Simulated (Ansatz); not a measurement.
## Energy landscape near a Ir structure

The calculation used DFT PBEsol, scalar-relativistic, plane waves, PAW in Ansatz 0.2.0.

Cutoff 420 eV; k points 18×18×18 on the computed 1-atom cell (Γ-centred); Gaussian smearing, width 0.10 eV; no spin polarisation.

Reference cell:

```
Ir
1.0
     0.00000    1.91970    1.91970
     1.91970    0.00000    1.91970
     1.91970    1.91970    0.00000
Ir
1
Direct
  0.00000 0.00000 0.00000
```

Each variant moves atoms of this cell by the vectors given, if any (Å), and then applies a symmetric strain (tensor components, Cartesian axes). The reference cell isn't relaxed at this level. Energies are per atom at zero smearing, counted from the lowest variant. Pressure is positive in compression.

1. strain (xx yy zz yz xz xy, %) 0.62 0.62 0.62 0.00 0.00 0.00
2. strain (xx yy zz yz xz xy, %) 1.39 1.39 1.39 0.00 0.00 0.00
3. strain (xx yy zz yz xz xy, %) -0.87 -0.87 -0.87 4.00 -4.00 -4.00
4. strain (xx yy zz yz xz xy, %) -0.24 -0.24 -0.24 0.00 0.00 0.00

Problem. Order the variants by energy, lowest first.

Solution. 4 (0.0 meV/atom), 1 (11.0 meV/atom), 2 (38.2 meV/atom), 3 (257.6 meV/atom).

Problem. Order them by pressure, highest first.

Solution. 3 (18.50 GPa), 4 (-0.04 GPa), 1 (-9.29 GPa), 2 (-16.59 GPa).

Spin–orbit coupling is left out, which can shift energies with elements as heavy as these.